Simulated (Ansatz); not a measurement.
Ansatz (a quantum-chemistry and plane-wave program) input:

Ansatz 0.2 input:
```yaml
crystal:
  lattice:
    - [3.2182423214, 0.0, 0.0]
    - [0.0, 3.2182423214, 0.0]
    - [0.0, 0.0, 3.2182423214]
  atoms:
    - { symbol: Mg, position: [0.5, 0.5, 0.5] }
    - { symbol: Au, position: [0.0, 0.0, 0.0] }
kpoints:
  mp_grid: { grid: [27, 27, 27] }
hamiltonian:
  xc: lda
  pseudopotentials: { kind: paw }
scf:
  occupations: { method: fermi_dirac, width: 0.1 }
elastic: { mode: relaxed_ion, stencil: two_point, amplitude: 0.005, f_tol: 0.0005 }
```

Output (shortened):

```
Pseudopotential: Mg, paw, valence charge 10
Pseudopotential: Au, paw, valence charge 19
Functional definition: SPW92
Crystal: 2 atoms, lattice volume = 33.332 Å³
Basis set: ecut = 420 eV, 619 PW (Γ)
Bands: 19, of which v1, the nominal top of the filled ones, is band 15 counted from 1 (14 counted from 0)
Symmetry: 48 space group operations
Space group: Pm-3m (ITA 221), of the structure as read, at distance tolerance 3.2e-5 Å
k-points: 560 of 19683
SCF iter   1: F=—  HF=-14767.832687 eV  |F-HF|=—  |Δ(HF+E_count)|=         —  Δρ=7.17e-3  dr2=5.97e-3  ethr=1.77e-3  ⟨swp⟩=4.9  Hψ=45008  notcnv=0
preconditioner: auto → none
SCF iter   2: F=—  HF=-14767.828203 eV  |F-HF|=—  |Δ(HF+E_count)|=   4.48e-3  Δρ=3.04e-3  dr2=1.09e-3  ethr=2.06e-5  ⟨swp⟩=2.1  Hψ=22493  notcnv=0
SCF iter   3: F=—  HF=-14767.827607 eV  |F-HF|=—  |Δ(HF+E_count)|=   5.95e-4  Δρ=5.54e-4  dr2=3.71e-5  ethr=3.76e-6  ⟨swp⟩=2.0  Hψ=16690  notcnv=0
SCF iter   4: F=—  HF=-14767.827611 eV  |F-HF|=—  |Δ(HF+E_count)|=   3.86e-6  Δρ=1.60e-4  dr2=1.06e-5  ethr=1.28e-7  ⟨swp⟩=2.0  Hψ=18101  notcnv=0
SCF iter   5: F=—  HF=-14767.827604 eV  |F-HF|=—  |Δ(HF+E_count)|=   7.07e-6  Δρ=2.40e-5  dr2=1.07e-7  ethr=3.66e-8  ⟨swp⟩=2.0  Hψ=13886  notcnv=0
SCF iter   6: F=—  HF=-14767.827605 eV  |F-HF|=—  |Δ(HF+E_count)|=   1.06e-6  Δρ=3.83e-6  dr2=2.81e-9  ethr=3.70e-10  ⟨swp⟩=2.0  Hψ=13261  notcnv=0
SCF iter   7: F=—  HF=-14767.827605 eV  |F-HF|=—  |Δ(HF+E_count)|=   3.25e-9  Δρ=4.97e-7  dr2=4.94e-11  ethr=9.70e-12  ⟨swp⟩=2.0  Hψ=17234  notcnv=0
SCF iter   8: F=—  HF=-14767.827605 eV  |F-HF|=—  |Δ(HF+E_count)|=  1.27e-11  Δρ=6.19e-8  dr2=1.22e-12  ethr=1.70e-13 (applied; sched 1.00e-12)  ⟨swp⟩=2.7  Hψ=19313  notcnv=0  defer=46
SCF iter   9: F=-14767.827605 eV  HF=-14767.827605 eV  |F-HF|=1.82e-12  |Δ(HF+E_count)|=  3.64e-12  Δρ=5.42e-9  dr2=7.95e-15  ethr=1.00e-12  ⟨swp⟩=5.0  Hψ=34588  notcnv=0
SCF 1 converged in 9 iterations: F = -14767.827605 eV  dr2 = 7.95e-15
Crystal: 2 atoms, lattice volume = 33.165 Å³
Symmetry: 16 space group operations
k-points: 1470 of 19683
iter 1 solved again at ethr=1.37e-6 eV; its pass at ethr=3.10e-3 eV (dr2=3.98e-4 eV) is discarded
SCF iter   1: F=—  HF=-14767.827269 eV  |F-HF|=—  |Δ(HF+E_count)|=         —  Δρ=8.45e-4  dr2=3.50e-4  ethr=1.37e-6  ⟨swp⟩=2.1  Hψ=147251  notcnv=0  defer=3
preconditioner: auto → none
SCF iter   2: F=—  HF=-14767.827193 eV  |F-HF|=—  |Δ(HF+E_count)|=   7.54e-5  Δρ=6.05e-4  dr2=1.09e-4  ethr=1.21e-6  ⟨swp⟩=2.0  Hψ=37393  notcnv=0  defer=4
SCF iter   3: F=—  HF=-14767.827159 eV  |F-HF|=—  |Δ(HF+E_count)|=   3.48e-5  Δρ=1.70e-4  dr2=4.55e-6  ethr=3.77e-7  ⟨swp⟩=2.1  Hψ=41864  notcnv=0  defer=4
SCF iter   4: F=—  HF=-14767.827158 eV  |F-HF|=—  |Δ(HF+E_count)|=   6.35e-7  Δρ=3.44e-5  dr2=1.23e-7  ethr=1.57e-8  ⟨swp⟩=2.3  Hψ=44724  notcnv=0  defer=4
SCF iter   5: F=—  HF=-14767.827158 eV  |F-HF|=—  |Δ(HF+E_count)|=   2.49e-8  Δρ=3.68e-6  dr2=2.12e-9  ethr=4.24e-10  ⟨swp⟩=2.6  Hψ=48311  notcnv=0  defer=4
SCF iter   6: F=—  HF=-14767.827158 eV  |F-HF|=—  |Δ(HF+E_count)|=   1.61e-9  Δρ=1.13e-6  dr2=1.94e-10  ethr=7.29e-12  ⟨swp⟩=2.1  Hψ=47152  notcnv=0  defer=4
SCF iter   7: F=—  HF=-14767.827158 eV  |F-HF|=—  |Δ(HF+E_count)|=  1.27e-10  Δρ=1.25e-7  dr2=4.16e-12  ethr=6.69e-13 (applied; sched 1.00e-12)  ⟨swp⟩=2.0  Hψ=48907  notcnv=0  defer=31
SCF iter   8: F=—  HF=-14767.827158 eV  |F-HF|=—  |Δ(HF+E_count)|=  1.82e-12  Δρ=2.49e-8  dr2=1.89e-13  ethr=1.43e-14 (applied; sched 1.00e-12)  ⟨swp⟩=2.2  Hψ=39278  notcnv=0  defer=107
SCF iter   9: F=-14767.827158 eV  HF=-14767.827158 eV  |F-HF|=3.64e-12  |Δ(HF+E_count)|=  1.82e-12  Δρ=1.71e-9  dr2=1.81e-16  ethr=1.00e-12  ⟨swp⟩=4.0  Hψ=86089  notcnv=0
SCF 2 converged in 9 iterations: F = -14767.827158 eV  dr2 = 1.81e-16
Crystal: 2 atoms, lattice volume = 33.498 Å³
Basis set: ecut = 420 eV, 659 PW (Γ)
iter 1 solved again at ethr=1.21e-9 eV; its pass at ethr=3.10e-3 eV (dr2=3.52e-7 eV) is discarded
SCF iter   1: F=—  HF=-14767.827400 eV  |F-HF|=—  |Δ(HF+E_count)|=         —  Δρ=2.13e-4  dr2=3.51e-7  ethr=1.21e-9  ⟨swp⟩=2.1  Hψ=143864  notcnv=0
preconditioner: auto → none
SCF iter   2: F=—  HF=-14767.827407 eV  |F-HF|=—  |Δ(HF+E_count)|=   7.41e-6  Δρ=1.07e-4  dr2=8.54e-8  ethr=1.21e-9  ⟨swp⟩=1.0  Hψ=27825  notcnv=0
SCF iter   3: F=—  HF=-14767.827410 eV  |F-HF|=—  |Δ(HF+E_count)|=   2.47e-6  Δρ=1.49e-5  dr2=5.61e-8  ethr=2.95e-10  ⟨swp⟩=2.0  Hψ=36990  notcnv=0
SCF iter   4: F=—  HF=-14767.827410 eV  |F-HF|=—  |Δ(HF+E_count)|=   4.35e-9  Δρ=1.36e-6  dr2=5.26e-11  ethr=1.93e-10  ⟨swp⟩=2.0  Hψ=36938  notcnv=0
SCF iter   5: F=—  HF=-14767.827410 eV  |F-HF|=—  |Δ(HF+E_count)|=  3.07e-10  Δρ=1.05e-7  dr2=1.37e-12  ethr=1.82e-13 (applied; sched 1.00e-12)  ⟨swp⟩=2.1  Hψ=49083  notcnv=0  defer=101
SCF iter   6: F=-14767.827410 eV  HF=-14767.827410 eV  |F-HF|=1.82e-12  |Δ(HF+E_count)|=  7.28e-12  Δρ=2.03e-8  dr2=7.84e-14  ethr=1.00e-12  ⟨swp⟩=4.9  Hψ=93792  notcnv=0
SCF 3 converged in 6 iterations: F = -14767.827410 eV  dr2 = 7.84e-14
Crystal: 2 atoms, lattice volume = 33.331 Å³
Basis set: ecut = 420 eV, 639 PW (Γ)
Symmetry: 8 space group operations
k-points: 2744 of 19683
iter 1 solved again at ethr=1.55e-7 eV; its pass at ethr=3.10e-3 eV (dr2=4.49e-5 eV) is discarded
SCF iter   1: F=—  HF=-14767.827438 eV  |F-HF|=—  |Δ(HF+E_count)|=         —  Δρ=2.61e-4  dr2=6.87e-6  ethr=1.55e-7  ⟨swp⟩=2.7  Hψ=280326  notcnv=0  defer=2
preconditioner: auto → none
SCF iter   2: F=—  HF=-14767.827447 eV  |F-HF|=—  |Δ(HF+E_count)|=   8.83e-6  Δρ=1.24e-4  dr2=1.39e-6  ethr=2.37e-8  ⟨swp⟩=1.0  Hψ=51949  notcnv=0  defer=2
SCF iter   3: F=—  HF=-14767.827442 eV  |F-HF|=—  |Δ(HF+E_count)|=   5.17e-6  Δρ=7.49e-6  dr2=6.40e-9  ethr=4.79e-9  ⟨swp⟩=1.0  Hψ=52027  notcnv=0  defer=2
SCF iter   4: F=—  HF=-14767.827442 eV  |F-HF|=—  |Δ(HF+E_count)|=   5.31e-9  Δρ=4.70e-6  dr2=9.31e-9  ethr=2.21e-11  ⟨swp⟩=2.0  Hψ=91587  notcnv=0  defer=2
SCF iter   5: F=—  HF=-14767.827442 eV  |F-HF|=—  |Δ(HF+E_count)|=   2.59e-9  Δρ=2.75e-7  dr2=4.11e-12  ethr=2.21e-11  ⟨swp⟩=2.0  Hψ=69396  notcnv=0  defer=2
SCF iter   6: F=—  HF=-14767.827442 eV  |F-HF|=—  |Δ(HF+E_count)|=  1.46e-11  Δρ=4.83e-8  dr2=2.26e-13  ethr=1.42e-14 (applied; sched 1.00e-12)  ⟨swp⟩=2.1  Hψ=92700  notcnv=0  defer=187
SCF iter   7: F=-14767.827442 eV  HF=-14767.827442 eV  |F-HF|=3.64e-12  |Δ(HF+E_count)|=  3.64e-12  Δρ=9.23e-9  dr2=1.25e-14  ethr=1.00e-12  ⟨swp⟩=4.0  Hψ=160578  notcnv=0
SCF 4 converged in 7 iterations: F = -14767.827442 eV  dr2 = 1.25e-14
Crystal: 2 atoms, lattice volume = 33.331 Å³
iter 1 solved again at ethr=4.77e-10 eV; its pass at ethr=3.10e-3 eV (dr2=1.38e-7 eV) is discarded
SCF iter   1: F=—  HF=-14767.827437 eV  |F-HF|=—  |Δ(HF+E_count)|=         —  Δρ=1.41e-4  dr2=1.38e-7  ethr=4.77e-10  ⟨swp⟩=2.2  Hψ=267607  notcnv=0
preconditioner: auto → none
SCF iter   2: F=—  HF=-14767.827441 eV  |F-HF|=—  |Δ(HF+E_count)|=   3.25e-6  Δρ=7.03e-5  dr2=3.43e-8  ethr=4.75e-10  ⟨swp⟩=1.0  Hψ=51949  notcnv=0
SCF iter   3: F=—  HF=-14767.827442 eV  |F-HF|=—  |Δ(HF+E_count)|=   1.09e-6  Δρ=2.18e-6  dr2=1.94e-9  ethr=1.18e-10  ⟨swp⟩=1.0  Hψ=51949  notcnv=0
SCF iter   4: F=—  HF=-14767.827442 eV  |F-HF|=—  |Δ(HF+E_count)|=  5.07e-10  Δρ=1.28e-7  dr2=2.68e-12  ethr=6.69e-12  ⟨swp⟩=2.0  Hψ=69081  notcnv=0
SCF iter   5: F=-14767.827442 eV  HF=-14767.827442 eV  |F-HF|=3.64e-12  |Δ(HF+E_count)|=  1.82e-12  Δρ=2.44e-8  dr2=8.83e-14  ethr=1.00e-12  ⟨swp⟩=5.0  Hψ=200597  notcnv=0
SCF 5 converged in 5 iterations: F = -14767.827442 eV  dr2 = 8.83e-14
SCF converged after 9 iterations
Free energy (F): -14767.827605 eV
Harris-Foulkes:  -14767.827605 eV  (|F-HF|=1.82e-12)
Internal energy: -14767.809945 eV  (E = F + TS)
E sigma→0 (E₀):  -14767.818775 eV
Entropy (-TS):   -0.017660 eV (-8.830 meV/atom)
Fermi energy:    14.720010 eV
--- Per-component energies (eV) ---
  E_band       = -597.127221
  E_kinetic    = 683.601599
  E_local      = -3389.765377  (includes V_loc(G=0)·N_el)
  E_nonlocal   = 174.958321
  E_hartree    = 1321.785766
  E_xc         = -257.527078
  E_vxc        = -315.085802  (∫ρ·V_xc dr)
  E_paw        = -9693.553057  (= ΣΔE_a)
  E_vpaw       = -394.408774  (= ΣTr[D̂ρ^β])
  E_aug_tail   = 0.001284  (compensation charges beyond the density's cutoff)
  E_ewald      = -3607.984600
  E_core_change = 0.673197  (= ΣΔE_core)
  E_smearing   = -0.017660  (= −TS)
  E_closure    =  0.000000  (closes the sum)
  Σ components = -14767.827605   (vs F -14767.827605, Δ=0.00e0)
  [band-id]    e_kinetic+e_local+e_nonlocal+2·e_hartree+e_vxc+e_vpaw+e_augmentation_tail = -597.127217   (vs E_band -597.127221, Δ=4.67e-6)
--- Forces (eV/Å), atoms counted from 1 ---
  atom   1  Mg     0.00000000     0.00000000     0.00000000
  atom   2  Au     0.00000000     0.00000000     0.00000000
  max |Σ_I F_I| component: 0.0 eV/Å
--- Stress (GPa, compression-positive) ---
        0.117741       0.000000       0.000000
        0.000000       0.117741       0.000000
        0.000000       0.000000       0.117741
  P = ⅓ Tr σ = 0.1177 GPa (1.177 kbar)
--- Band table (eV; the first three rows and the last of 560) ---
  k-point 0: bands = ["-91.6169", "-60.2238", "-42.9066", "-42.9066", "-42.9066", "-27.6462", "-27.6462", "-27.6462", "5.3041", "8.7281", "8.7281", "10.6347", "10.6347", "10.6347", "20.2169", "20.2169", "20.2169", "23.8852", "23.8852"]
  k-point 1: bands = ["-91.6169", "-60.2238", "-42.9070", "-42.9066", "-42.9066", "-27.6464", "-27.6461", "-27.6461", "5.3271", "8.7320", "8.7393", "10.6231", "10.6231", "10.6359", "19.9955", "20.2484", "20.2484", "23.8617", "24.0284"]
  k-point 2: bands = ["-91.6169", "-60.2238", "-42.9082", "-42.9065", "-42.9065", "-27.6471", "-27.6461", "-27.6461", "5.3955", "8.7435", "8.7729", "10.5894", "10.5894", "10.6397", "19.4443", "20.3419", "20.3419", "23.7931", "24.3013"]
  k-point 559: bands = ["-91.6150", "-60.2210", "-42.9316", "-42.9316", "-42.9316", "-27.6605", "-27.6605", "-27.6604", "8.6446", "8.6514", "8.6514", "11.4449", "11.4449", "16.3136", "16.6931", "16.6931", "17.7479", "19.6291", "21.0795"]
--- Elastic constants: 2 strain directions × 2 members + reference (group order 48) ---
  dense FFT box of the reference and of every strained cell: 24×24×24
  strains applied: 11, 23; error gains: componentwise 1.00 (the most a stress slope's error grows in a printed constant), spectral 1.73 (1 for all six strains …
  C = ∂σ_k/∂η_j (tension-positive GPa; Voigt order 11 22 33 23 13 12):
       123.328     92.890     92.890      0.000      0.000      0.000
        92.890    123.328     92.890      0.000      0.000      0.000
        92.890     92.890    123.328      0.000      0.000      0.000
         0.000      0.000      0.000     62.581      0.000      0.000
         0.000      0.000      0.000      0.000     62.581      0.000
         0.000      0.000      0.000      0.000      0.000     62.581
  reference stress σ⁰ (GPa):     -0.118     -0.118     -0.118      0.000      0.000      0.000
  C* (energy form; C + prestress term) asymmetry max|C*_kj − C*_jk| = 1.421e-14 GPa — a small one proves nothing (zero by symmetry where the batch's group is …
  moduli (Voigt/Reuss/Hill, GPa): K = 103.04/103.04/103.04   G = 43.64/27.88/35.76   E = 96.15   ν = 0.344
  mechanically stable: yes (min eigenvalue of sym C = 30.44 GPa)
  where every solve meets its electron count the energy-path curvature estimates C_jj along a normal strain and C_jj − ¼(σ⁰_aa + σ⁰_bb) along a shear (ab), of …
  strain η (Voigt 11):  stress-route row diagonal C_11 = 123.33 GPa, energy-path curvature d²(F+E_count+ΔE)/dδ²/Ω₀ = 123.41 GPa
         δ    σ_11 (GPa)             F (eV)   n_scf  n_hpsi   n_pw
    -5.000e-3      -0.7447      -14767.8271581       9  561549    667   relax 0 steps, max|allowed force component| 0.0 eV/Å
     5.000e-3       0.4885      -14767.8274098       6  409072    671   relax 0 steps, max|allowed force component| 0.0 eV/Å
  strain η (Voigt 23):  stress-route row diagonal C_44 = 62.58 GPa, energy-path curvature d²(F+E_count+ΔE)/dδ²/Ω₀ = 62.70 GPa
         δ    σ_23 (GPa)             F (eV)   n_scf  n_hpsi   n_pw
    -5.000e-3      -0.3129      -14767.8274418       7  836979    669   relax 0 steps, max|allowed force component| 0.0 eV/Å
     5.000e-3       0.3129      -14767.8274418       5  679601    669   relax 0 steps, max|allowed force component| 0.0 eV/Å
```

Cost: very roughly 2.3 core-minutes on shared cores.

The workflow started from a Materials Project entry (that database holds measured and hypothetical structures alike); the Crystallography Open Database files this formula in space group No. 221, but the cells were not matched. Whether it is the stable phase at ambient conditions was not checked. The cell was relaxed with LDA under the symmetry of its start; of distortions, only those at the zone centre were tested. As this level gives no gap, shear constants depend on the k-mesh and smearing (Fermi–Dirac, 0.1 eV here). Spin–orbit coupling is left out wherever it is not named.

Potentials: the later of the program's two PAW sets.

Ansatz is a plane-wave DFT program.
